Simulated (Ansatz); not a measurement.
## SnPb₄S₅, first-principles data

SnPb4S5:
```
SnPb4S5
1.0
   -2.10193     2.10193    14.86089
    2.10193    -2.10193    14.86089
    2.10193     2.10193   -14.86089
Sn Pb S
1 4 5
Direct
  0.00000   0.00000   0.00000
  0.40099   0.40099   0.00000
  0.59901   0.59901   0.00000
  0.80018   0.80018   0.00000
  0.19982   0.19982   0.00000
  0.50000   0.50000   0.00000
  0.70059   0.70059   0.00000
  0.29941   0.29941   0.00000
  0.09764   0.09764   0.00000
  0.90236   0.90236   0.00000
```

Space group I4/mmm (No. 139); conventional cell a = b = 4.204 Å, c = 29.722 Å, α = β = γ = 90.00°.

Method: r²SCAN in the plane-wave PAW code Ansatz. Geometry: relaxed at this level of theory. Other levels are named where they apply.

### Cell and energy

```json
{
  "volume_per_atom": "26.26 Å³",
  "density": "7.00 g/cm³",
  "Formation energy from the elements (no fitted shifts)": "-0.61 eV/atom"
}
```

### Electronic structure

```json
{
 "band_gap": "0.28 eV (direct)",
 "valence_band_maximum": "at N",
 "conduction_band_minimum": "at N (4 equivalent valleys)",
 "electron_effective_mass": "0.12, 0.17, 0.17 mₑ (principal values)",
 "hole_effective_mass": "0.11, 0.13, 0.17 mₑ (principal values)",
 "HSE06 gap on the r²SCAN cell": "0.46 eV",
 "Gap with spin–orbit coupling": "0.08 eV"
}
```

### Mechanics

```json
{
  "Bulk modulus (Birch–Murnaghan fit)": "55.8 GPa",
  "Pressure derivative B′": "5.0",
  "Elastic constants (relaxed ions, GPa)": "C11 = 98.6, C12 = 57.2, C13 = 17.1, C33 = 137, C44 = 20.0, C66 = 60.8",
  "mechanical_stability": "stable (all eigenvalues of C positive)",
  "hill_bulk_and_shear_moduli": "57.5 and 32.0 GPa",
  "Young's modulus": "80.9 GPa",
  "Poisson's ratio": "0.27",
  "debye_temperature_from_the_elastic_constants": "238 K"
}
```

### Charges

```json
{
  "bader_charges": "Sn +1.06, Pb +1.06 to +1.07, S -1.06 e"
}
```

The first step of the workflow began from a Materials Project structure, measured or hypothetical; the Crystallography Open Database copy checked does not list it. Its standing as an ambient phase is unchecked. Symmetry was held in the r²SCAN relaxation; whether a distortion lowers the energy is not shown. The references are the lowest solids computed at this level, not always the standard phases. Scalar-relativistic: spin–orbit coupling is off unless named, which matters more the heavier the elements.

Potentials: the later of the program's two PAW sets.
